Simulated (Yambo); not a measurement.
Yambo run on Ba$_{2}$ScNbO$_{6}$ (space group Fm-3m, No. 225). The wavefunctions come from this Quantum ESPRESSO step (PBEsol, PseudoDojo standard norm-conserving files, scalar-relativistic):

```
&CONTROL
  calculation = 'nscf'
  pseudo_dir = './pseudo'
  outdir = './out'
/
&SYSTEM
  ibrav = 0
  nat = 10
  ntyp = 4
  ecutwfc = 84.0
  ecutrho = 336.0
  occupations = 'fixed'
  force_symmorphic = .true.
  nbnd = 221
/
&ELECTRONS
  conv_thr = 1e-08
  diago_full_acc = .true.
  diago_thr_init = 1e-08
/
ATOMIC_SPECIES
O 15.9990 O.upf
Sc 44.9559 Sc.upf
Nb 92.9064 Nb.upf
Ba 137.3270 Ba.upf
CELL_PARAMETERS angstrom
  0.000000000000   4.144170000000   4.144170000000
  4.144170000000   0.000000000000   4.144170000000
  4.144170000000   4.144170000000   0.000000000000
ATOMIC_POSITIONS crystal
O   0.756180000000   0.243820000000   0.243820000000
O   0.243820000000   0.756180000000   0.756180000000
O   0.243820000000   0.756180000000   0.243820000000
O   0.756180000000   0.243820000000   0.756180000000
O   0.243820000000   0.243820000000   0.756180000000
O   0.756180000000   0.756180000000   0.243820000000
Sc   0.500000000000   0.500000000000   0.500000000000
Nb   0.000000000000   0.000000000000   0.000000000000
Ba   0.250000000000   0.250000000000   0.250000000000
Ba   0.750000000000   0.750000000000   0.750000000000
K_POINTS automatic
2 2 2 0 0 0
```

Yambo input:

```
rim_cut
gw0
dyson
el_el_corr
HF_and_locXC
ppa
em1d
RandQpts= 1000000
RandGvec= 1 Ry
EXXRLvcs= 84 Ry
VXCRLvcs= 336 Ry
Chimod= "HARTREE"
% BndsRnXp
 3 | 219 |
%
NGsBlkXp= 7 Ry
% LongDrXp
 1.0 | 1.0 | 1.0 |
%
PPAPntXp= 27.2114 eV
% GbndRnge
 1 | 219 |
%
GTermKind= "BG"
DysSolver= "n"
ExtendOut
% QPkrange
 1 | 1 | 40 | 41 |
 2 | 2 | 40 | 41 |
 3 | 3 | 40 | 41 |
%
```

k points by index: 1 = Γ, 2 = L, 3 = X.

Table of the .qp output:

```
#    K-point    Band    Eo [eV]    E [eV]    E-Eo [eV]    Vxc [eV]    Vnlxc [eV]    Sc|Eo [eV]    Sc|E [eV]    dSc/dw|Eo [eV]    Re(Z)    Im(Z)
#
    1    40    0.000000    -0.397903    -0.397903    -19.51234    -24.61264    4.583655    4.702395    -8.117450    0.770229    -0.001461
    1    41    2.648476    3.831187    1.182712    -15.65333    -9.753388    -4.449206    -4.717231    -6.165954    0.815263    -0.001319
    2    40    -0.446913    -0.903235    -0.456322    -18.91939    -24.10333    4.591882    4.727618    -8.092181    0.770781    -0.001177
    2    41    3.713556    4.857605    1.144049    -16.83379    -11.09242    -4.312612    -4.597325    -6.770490    0.800754    -0.002410
    3    40    -0.048269    -0.455236    -0.406967    -19.38464    -24.46055    4.547856    4.668939    -8.093304    0.770756    -0.001477
    3    41    2.742203    3.969525    1.227322    -15.87458    -9.720788    -4.645124    -4.926474    -6.237037    0.813529    -0.001616
```
(The two width columns are left out.) Convergence of these settings isn't established.

Spin-orbit coupling is not included.

Geometry of the Materials Project entry, not relaxed at this level.

The structure is a Materials Project entry; no match was found in the copy of COD used, and its stability was not checked.
